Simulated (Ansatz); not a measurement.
**Structure relaxation, Co2Si**

The start is a generated cell, Co2Si built in the Cu2Sb structure type. The cell and all atomic positions are relaxed at zero pressure with PBE (plane waves to 420 eV, PAW, scalar-relativistic; Ansatz, a program for electronic structure). The first steps use a coarse 7×7×5 k-mesh.

Starting cell:
```yaml
crystal:
  lattice:
    - [3.44977, 0.00000, 0.00000]
    - [0.00000, 3.44977, 0.00000]
    - [0.00000, 0.00000, 5.26382]
  atoms:
    - { symbol: Co, position: [0.00000, 0.00000, 0.00000] }
    - { symbol: Co, position: [0.50000, 0.50000, 0.00000] }
    - { symbol: Co, position: [0.50000, 0.00000, 0.27000] }
    - { symbol: Co, position: [0.00000, 0.50000, 0.73000] }
    - { symbol: Si, position: [0.50000, 0.00000, 0.70000] }
    - { symbol: Si, position: [0.00000, 0.50000, 0.30000] }
```
Spin-polarised start, with parallel moments on Co.

Task: How large is the pressure on the unrelaxed cell, and of which sign?

Result: +33 GPa (positive: the cell is compressed).

Task: How much energy is released per atom?

Result: 0.33 eV/atom.

Task: How do the shortest distances between atoms change?

Result: The closest pairs of elements (up to four, under 3.6 Å), start → end: Co–Co 2.23 → 2.44 Å; Co–Si 2.26 → 2.25 Å; Si–Si 3.22 → 3.45 Å.

Task: What band gap does the relaxed structure have at this level?

Result: Zero (metallic).

Task: What magnetic moments remain?

Result: Net 0.55 μB/atom, ferromagnetic.

The space group stays P4/nmm (No. 129) (the run could not lower it); the end is AFLOW prototype A2B_tP6_129_ac_c (C38, as in Cu2Sb), with 6 atoms in the primitive magnetic cell. Final values are on a 13×13×8 k-mesh of the relaxed cell. Spin state reached: ferromagnetic (net 0.55 μB/atom), from parallel starting moments; other spin orders were not run from this start.

The run could not lose the symmetry of its start; a randomly shaken copy of 12 atoms returns to this structure.

The relaxed structure here is a generated cell of Co2Si: the first start was made by placing the elements on the sites of a structure type, and the end was not matched to a known phase here, so it may be hypothetical.
